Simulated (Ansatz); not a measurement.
**Question.** Name crystals whose computed values (r²SCAN (plane waves, PAW; program Ansatz)) fall in these windows: electron conductivity mass (mₑ) 0.65 to 0.87; HSE06 gap (eV) 6.4 to 8.8; gap (eV) 5.2 to 7.1.

**Answer.** 

```
crystal                                                electron conductivity mass (mₑ)  HSE06 gap (eV)  gap (eV)
-----------------------------------------------------  -------------------------------  --------------  --------
SiO2, Pm-3m (Si on 24k, O on 12h, O on 12i, O on 24m)                             0.76            7.37      6.38
SiO2, R-3m (Pearson symbol hR36)                                                  0.70            7.54      6.57
```
Others may fit too.

Not the usual ambient phase: SiO2, Pm-3m (Si on 24k, O on 12h, O on 12i, O on 24m); SiO2, R-3m (Pearson symbol hR36). All cells were relaxed under the symmetry of their starts (and spin orders); stability against distortions was not tested throughout.

Potentials: the earlier of the program's two PAW sets. The files were generated under PBE; for other functionals the program regenerates the frozen cores, and for LDA and PBEsol the local potential too.
